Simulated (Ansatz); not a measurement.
ZnCu₂SnSe₄ (kesterite type, space group I-4)

```yaml
crystal:
  lattice:
    - [-2.84950, 2.84950, 5.69111]
    - [2.84950, -2.84950, 5.69111]
    - [2.84950, 2.84950, -5.69111]
  atoms:
    - { symbol: Cu, position: [0.00000, 0.00000, 0.00000] }
    - { symbol: Cu, position: [0.75000, 0.25000, 0.50000] }
    - { symbol: Zn, position: [0.25000, 0.75000, 0.50000] }
    - { symbol: Sn, position: [0.50000, 0.50000, 0.00000] }
    - { symbol: Se, position: [0.63693, 0.62915, 0.52589] }
    - { symbol: Se, position: [0.10325, 0.11103, 0.47411] }
    - { symbol: Se, position: [0.37085, 0.89675, 0.00778] }
    - { symbol: Se, position: [0.88897, 0.36307, 0.99222] }
```

E(V) scan at fixed shape, V₀ the volume above. The atoms relax within the cell's symmetry.

Method: r2SCAN (plane waves to 500 eV, PAW, scalar-relativistic; Ansatz, an electronic-structure program). k mesh 8×8×8 (Γ-centred), Fermi-Dirac smearing 0.05 eV. Compression counts positive. The PAW data are Ansatz's earlier set. ZnCu2SnSe4 is run without spin polarisation. ZnCu2SnSe4 was relaxed with its symmetry unable to fall.

At one point of the scan the stress tensor (GPa) is:

```
    6.5      0.0      0.0
    0.0      6.5      0.0
    0.0      0.0      6.5
```

Task: Which point is it?
(A) V/V₀ = 0.960
(B) V/V₀ = 0.840
(C) V/V₀ = 0.920
(D) V/V₀ = 0.880

Result: C, V/V₀ = 0.920

(Under strain, the slope of the energy per volume gives the stress and its curvature an elastic modulus.)
